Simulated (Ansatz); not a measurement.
**Ru: frozen-core PAW against all-electron methods**

```
CELL_PARAMETERS angstrom
2.70783 0.00000 0.00000
-1.35391 2.34505 0.00000
0.00000 0.00000 4.26810
ATOMIC_POSITIONS crystal
Ru 0.33333 0.66667 0.25000
Ru 0.66667 0.33333 0.75000
```

Atom numbers follow the list: Ru1, Ru2.

The cell is the one relaxed in the Materials Project (mp-33), not relaxed further here; entries there can be hypothetical.

Levels of theory: DFT, LDA, PAW with Ansatz's default frozen-core files, scalar-relativistic (Ansatz 0.2.0); DFT, LDA, all-electron LAPW, scalar-relativistic (Ansatz 0.2.0).

For PAW: a Γ-centred 14×14×8 k mesh, Fermi–Dirac smearing of 0.05 eV, cutoff 420 eV, no spin polarisation; the PAW files were made with PBE, and the program remakes their frozen cores for this functional. LAPW targets a basis error of 1 meV/atom. The Ansatz runs share mesh, smearing and spin set-up. Plane-wave (PAW) pressures include the program's estimate of the Pulay term.

Stress and pressure are positive in compression.

Levels count from the Fermi level.

```csv
quantity,PAW,LAPW
pressure (GPa),-11.66,-11.54
stress xx (GPa),-11.52,-11.40
stress zz (GPa),-11.94,-11.83
highest filled level at K (eV),-1.062,-1.063
lowest empty level at K (eV),1.037,1.039
highest filled level at H (eV),-1.185,-1.186
lowest empty level at H (eV),1.232,1.234
highest filled level at Γ (eV),-1.426,-1.426
lowest empty level at Γ (eV),1.203,1.204
```

PAW's pressure differs from the LAPW value by -0.12 GPa.
